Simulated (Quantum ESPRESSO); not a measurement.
LiZr2Mo5 (simulated cell), LiZr5TiPd (simulated cell) (calculated)

All values are calculated (Quantum ESPRESSO 7.5). Calculation on a made-up metal alloy cell, not a measurement: no spin or spin-orbit, unrelaxed, 2900 K smearing, stress positive in tension, cell energy less fitted offsets; periodic Kohn-Sham density functional theory in plane waves with PseudoDojo standard norm-conserving scalar-relativistic pseudopotentials, each functional with its own files (v0.5 for PBE, v0.4.1 for LDA and PBEsol), eight atoms on drawn sites of a strained close-packed or body-centred lattice, each displaced and held fixed; the energy is the cell's free energy, ions and the entropy term -TS included, at the stated Fermi-Dirac width, less a fixed offset for each atom's element (shifted free energy); compositions with an open d shell lost a parallel starting moment in a cheaper test run, and other magnetic orders were not tried; an error bar is the largest change of its kind in a tighter rerun, never given below 0.002 eV, 0.02 GPa or 0.003 eV/angstrom, and covers cutoff and k-mesh only, not smearing or the files.

Common to all runs: functional pbe; fermi dirac smearing 0.25 eV; electrons removed 0; run command mpirun -np 4 pw.x -nk 4 -in in; run processor Intel Xeon, 2023 or later, virtual cores.

Notes on all entries: a spin test at this wide smearing found no moment, but such smearing suppresses magnetism that the real alloy may have; lattice, volume and sites are drawn at random and may be unstable or far from any real phase; energies are for the whole cell, less offsets fitted to these runs, so they are not formation energies.

(1) LiZr2Mo5 (simulated cell)

```xyz
8
Lattice="0.0000 0.0000 -4.2123 -4.2123 0.0000 0.0000 2.1061 8.4245 2.1061" Properties=species:S:1:pos:R:3 LiZr2Mo5
Mo     0.0647     0.0029    -0.1109
Zr    -2.0967     2.1493     0.0683
Mo    -0.0451     4.3547    -0.0580
Zr    -2.1558     6.6117    -0.0781
Mo    -2.0316    -0.1151    -2.0992
Li    -0.0502     2.0754    -1.9998
Mo    -2.1064     4.1414    -2.1509
Mo    -0.3065     6.3224    -2.3460
```

* lattice type: face-centred cubic
* cutoff: 1088 eV
* k mesh: 6 x 6 x 3 shifted half a step off Gamma on each axis
* entropy term negative ts: -2.231 eV
* pressure: -5.88 GPa
* stress xx: 6.31 GPa
* stress yy: 4.92 GPa
* stress zz: 6.42 GPa
* stress yz: -0.18 GPa
* stress xz: 0.85 GPa
* stress xy: -0.15 GPa
* shifted free energy: 1.668 eV

Atoms:
```tsv
atoms element	atom site	atom energy offset (eV)
Mo	1	-1911.95
Zr	2	-1377.61
Mo	3	-1911.95
Zr	4	-1377.61
Mo	5	-1911.95
Li	6	-195.67
Mo	7	-1911.95
Mo	8	-1911.95
```

Forces:
```tsv
site	x (eV/Å)	y (eV/Å)	z (eV/Å)
1	-0.076	0.663	0.396
2	0.058	-0.153	-0.273
3	0.164	-0.241	0.189
4	-1.157	-2.672	-1.099
5	-0.239	1.553	0.372
6	0.263	0.017	-0.358
7	-0.153	1.221	0.253
8	1.14	-0.387	0.519
```

Notes: error bars: energy 0.002 eV, stress 0.023 GPa, force 0.0042 eV/Å, from a tighter rerun of a related cell, whose elements or sites may differ; 20 SCF iterations, 282 s of wall time on a shared machine.

(2) LiZr2Mo5 (simulated cell)

```xyz
8
Lattice="0.0000 0.0000 -4.2123 -4.2123 0.0000 0.0000 2.1061 8.4245 2.1061" Properties=species:S:1:pos:R:3 LiZr2Mo5
Mo     0.0647     0.0029    -0.1109
Zr    -2.0967     2.1493     0.0683
Li    -0.0451     4.3547    -0.0580
Zr    -2.1558     6.6117    -0.0781
Mo    -2.0316    -0.1151    -2.0992
Mo    -0.0502     2.0754    -1.9998
Mo    -2.1064     4.1414    -2.1509
Mo    -0.3065     6.3224    -2.3460
```

* lattice type: face-centred cubic
* cutoff: 1088 eV
* k mesh: 6 x 6 x 3 shifted half a step off Gamma on each axis
* entropy term negative ts: -2.131 eV
* pressure: -5.59 GPa
* stress xx: 5.15 GPa
* stress yy: 9.18 GPa
* stress zz: 2.43 GPa
* stress yz: -2.46 GPa
* stress xz: 0.52 GPa
* stress xy: -0.41 GPa
* shifted free energy: 1.462 eV

Atoms:
```tsv
atoms element	atom site	atom energy offset (eV)
Mo	1	-1911.95
Zr	2	-1377.61
Li	3	-195.67
Zr	4	-1377.61
Mo	5	-1911.95
Mo	6	-1911.95
Mo	7	-1911.95
Mo	8	-1911.95
```

Forces:
```tsv
site	x (eV/Å)	y (eV/Å)	z (eV/Å)
1	-0.195	1.067	0.49
2	-0.133	0.174	0.03
3	0.065	-0.281	-0.086
4	-0.687	-2.58	-0.955
5	-0.177	1.383	-0.031
6	0.29	-0.237	-0.496
7	0.084	0.211	0.166
8	0.753	0.263	0.881
```

Notes: error bars: energy 0.002 eV, stress 0.023 GPa, force 0.0042 eV/Å, from a tighter rerun of a related cell, whose elements or sites may differ; 20 SCF iterations, 286 s of wall time on a shared machine.

(3) LiZr5TiPd (simulated cell)

```xyz
8
Lattice="3.0664 0.0017 0.0130 0.0029 5.2592 -0.0614 0.0438 -0.1192 10.2014" Properties=species:S:1:pos:R:3 LiZr5TiPd
Pd    -0.0158     0.0305     0.0536
Zr     0.0796    -0.0447     5.1002
Ti    -0.0203     1.6103     2.5748
Zr     0.0461     1.6772     7.5216
Zr     1.4859     2.7032    -0.0672
Zr     1.5811     2.5713     5.1017
Zr     1.4503     4.3672     2.4884
Li     1.6238     4.2820     7.6119
```

* lattice type: hexagonal close-packed
* cutoff: 1143 eV
* k mesh: 8 x 5 x 3 shifted half a step off Gamma on each axis
* entropy term negative ts: -2.025 eV
* pressure: 1.55 GPa
* stress xx: -2.17 GPa
* stress yy: -1.98 GPa
* stress zz: -0.51 GPa
* stress yz: -0.86 GPa
* stress xz: 0.25 GPa
* stress xy: 0.46 GPa
* shifted free energy: 0.565 eV

Atoms:
```tsv
atoms element	atom site	atom energy offset (eV)
Pd	1	-3687.45
Zr	2	-1377.61
Ti	3	-1615.4
Zr	4	-1377.61
Zr	5	-1377.61
Zr	6	-1377.61
Zr	7	-1377.61
Li	8	-195.67
```

Forces:
```tsv
site	x (eV/Å)	y (eV/Å)	z (eV/Å)
1	-0.052	0.162	-0.005
2	-0.146	-0.115	0.118
3	-0.15	0.53	-0.47
4	-0.04	-0.019	1.17
5	0.084	-0.416	0.076
6	0.105	0.053	-0.698
7	0.231	-0.31	-0.647
8	-0.032	0.114	0.455
```

Notes: error bars: energy 0.002 eV, stress 0.035 GPa, force 0.0035 eV/Å, from a tighter rerun of a related cell, whose elements or sites may differ; 23 SCF iterations, 316 s of wall time on a shared machine.

(4) LiZr5TiPd (simulated cell)

```xyz
8
Lattice="3.0664 0.0017 0.0130 0.0029 5.2592 -0.0614 0.0438 -0.1192 10.2014" Properties=species:S:1:pos:R:3 LiZr5TiPd
Zr    -0.0158     0.0305     0.0536
Pd     0.0796    -0.0447     5.1002
Ti    -0.0203     1.6103     2.5748
Zr     0.0461     1.6772     7.5216
Zr     1.4859     2.7032    -0.0672
Zr     1.5811     2.5713     5.1017
Zr     1.4503     4.3672     2.4884
Li     1.6238     4.2820     7.6119
```

- lattice type: hexagonal close-packed
- cutoff: 1143 eV
- k mesh: 8 x 5 x 3 shifted half a step off Gamma on each axis
- entropy term negative ts: -1.989 eV
- pressure: 1.41 GPa
- stress xx: -2.22 GPa
- stress yy: -2.07 GPa
- stress zz: 0.05771 GPa
- stress yz: 0.56 GPa
- stress xz: 0.03436 GPa
- stress xy: 0.33 GPa
- shifted free energy: 0.462 eV

Atoms:
```tsv
atoms element	atom site	atom energy offset (eV)
Zr	1	-1377.61
Pd	2	-3687.45
Ti	3	-1615.4
Zr	4	-1377.61
Zr	5	-1377.61
Zr	6	-1377.61
Zr	7	-1377.61
Li	8	-195.67
```

Forces:
```tsv
site	x (eV/Å)	y (eV/Å)	z (eV/Å)
1	-0.127	0.469	-0.582
2	-0.115	-0.008	-0.037
3	-0.063	0.485	-0.037
4	0.007	-0.246	0.114
5	0.128	-0.54	0.245
6	0.019	0.026	-0.471
7	0.191	-0.269	1.176
8	-0.041	0.083	-0.408
```

Notes: error bars: energy 0.002 eV, stress 0.035 GPa, force 0.0035 eV/Å, from a tighter rerun of this cell; 23 SCF iterations, 336 s of wall time on a shared machine.

(5) LiZr5TiPd (simulated cell)

```xyz
8
Lattice="3.0664 0.0017 0.0130 0.0029 5.2592 -0.0614 0.0438 -0.1192 10.2014" Properties=species:S:1:pos:R:3 LiZr5TiPd
Zr    -0.0158     0.0305     0.0536
Zr     0.0796    -0.0447     5.1002
Ti    -0.0203     1.6103     2.5748
Pd     0.0461     1.6772     7.5216
Zr     1.4859     2.7032    -0.0672
Zr     1.5811     2.5713     5.1017
Zr     1.4503     4.3672     2.4884
Li     1.6238     4.2820     7.6119
```

- lattice type: hexagonal close-packed
- cutoff: 1143 eV
- k mesh: 8 x 5 x 3 shifted half a step off Gamma on each axis
- stress xy: withheld
- stress yy: withheld
- pressure: withheld
- stress yz: withheld

Atoms:
```tsv
atoms element	atom site	atom energy offset (eV)
Zr	1	-1377.61
Zr	2	-1377.61
Ti	3	-1615.4
Pd	4	-3687.45
Zr	5	-1377.61
Zr	6	-1377.61
Zr	7	-1377.61
Li	8	-195.67
```

Notes: error bars: energy 0.002 eV, stress 0.035 GPa, force 0.0035 eV/Å, from a tighter rerun of a related cell, whose elements or sites may differ; 24 SCF iterations, 354 s of wall time on a shared machine.

Questions
1. What stress xy does the calculation give for LiZr5TiPd (simulated cell) (entry 5)?
2. LiZr5TiPd (simulated cell) (entry 5): stress yy?
3. Estimate the pressure of LiZr5TiPd (simulated cell) (entry 5).
4. Give the missing stress yz for LiZr5TiPd (simulated cell) (entry 5).

Answers
1. 0.49 GPa
2. -3.84 GPa
3. 1.96 GPa
4. -0.22 GPa

Further results for LiZr5TiPd (simulated cell) (entry 5):

* entropy term negative ts: -1.895 eV
* stress xx: -2.37 GPa
* stress zz: 0.31 GPa
* stress xz: 0.18 GPa
* shifted free energy: 0.43 eV

Forces:
```tsv
site	x (eV/Å)	y (eV/Å)	z (eV/Å)
1	-0.104	0.524	-0.727
2	-0.133	0.283	0.545
3	-0.128	0.47	-0.126
4	-0.017	0.028	0.18
5	0.129	-0.686	-0.467
6	0.071	-0.283	0.294
7	0.195	-0.407	0.282
8	-0.014	0.072	0.02
```
